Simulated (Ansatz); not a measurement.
TaAg:
```yaml
crystal:
  lattice:
    - [2.82487, 0.00000, 0.00000]
    - [0.00000, 2.82487, 0.00000]
    - [0.00000, 0.00000, 4.33091]
  atoms:
    - { symbol: Ag, position: [0.00000, 0.00000, 0.00000] }
    - { symbol: Ta, position: [0.50000, 0.50000, 0.50000] }
```

Relaxed with r²SCAN.

Q: Map the valence electron density (e/Å³), cut off at 4 on the plane through (0.000, 0.000, 0.000) spanned by u = [1, 0, 0] and v = [0, 1, 1] in lattice vectors, from the program Ansatz at the r²SCAN level (PAW).

A: x is the fraction of u, y of v (the angle between them is 90°; rows are the nearest grid lines); atoms in the plane: Ag at (0.00, 0.00), Ta at (0.50, 0.50).
```
|99998200000289999|
|99996200000269999|
|99994100000149999|
|99841000000014899|
|11000000000000011|
|00000000000000000|
|00000000000000000|
|00000000000000000|
|00000123332100000|
|00001368886310000|
|00013799999731000|
|00025999999952000|
|00025999999952000|
|00013799999731000|
|00001368886310000|
|00000123332100000|
|00000000000000000|
|00000000000000000|
|00000000000000000|
|11000000000000011|
|99841000000014899|
|99994100000149999|
|99996200000269999|
|99998200000289999|
```
Scale: ten equal steps from 0.194 (start of '0') to 4.00 (end of '9'), in the order '0123456789'; x runs from 0.000 to 1.00, y from 0.000 (bottom) to 1.00 (top).

The density is the valence pseudo-density with augmentation charge, so density and ELF within about 1 Å of a nucleus are not all-electron values.

Space group P4/mmm (L1₀ or tetragonal B2). The start of the workflow was typed in or built on a structure type; neither database checked (COD, Materials Project) lists it. Its standing as an ambient phase is unchecked. The cell was relaxed with r²SCAN under the symmetry of its start; whether a distortion lowers the energy is not shown. No spin polarisation was allowed. Its formation energy is positive at this level, so the cell may be metastable or incomplete. Scalar-relativistic: spin–orbit coupling is off unless named, which matters more the heavier the elements.

Potentials: the earlier of the program's two PAW sets. The files were generated under PBE; for other functionals the program regenerates the frozen cores, and for LDA and PBEsol the local potential too.
